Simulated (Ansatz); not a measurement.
ZrRu (CsCl type, space group No. 221) under volume change, the program Ansatz at the PBEsol level (PAW), scaled uniformly.

```
V (Å³/atom)  E − E(relaxed) (meV/atom)  P (GPa)
-----------  -------------------------  -------
15.368                           100.0    22.77
15.874                            42.2    14.04
16.381                            10.0     6.50
16.888                             0.0    -0.01
17.394                             9.1    -5.60
17.901                            34.5   -10.35
18.407                            73.8   -14.39
```

Question: What does a third-order Birch–Murnaghan fit give for V₀, B₀ and B′?

Answer: V₀ = 16.89 Å³/atom, B₀ = 200 GPa, B′ = 4.1.

Space group Pm-3m (CsCl type). The workflow started from an entry of the Crystallography Open Database (COD). Whether it is the stable phase at ambient conditions was not checked. Symmetry was held in the PBEsol relaxation; of distortions, only those at the zone centre were tested. The run is not spin-polarised.

Potentials: the later of the program's two PAW sets.
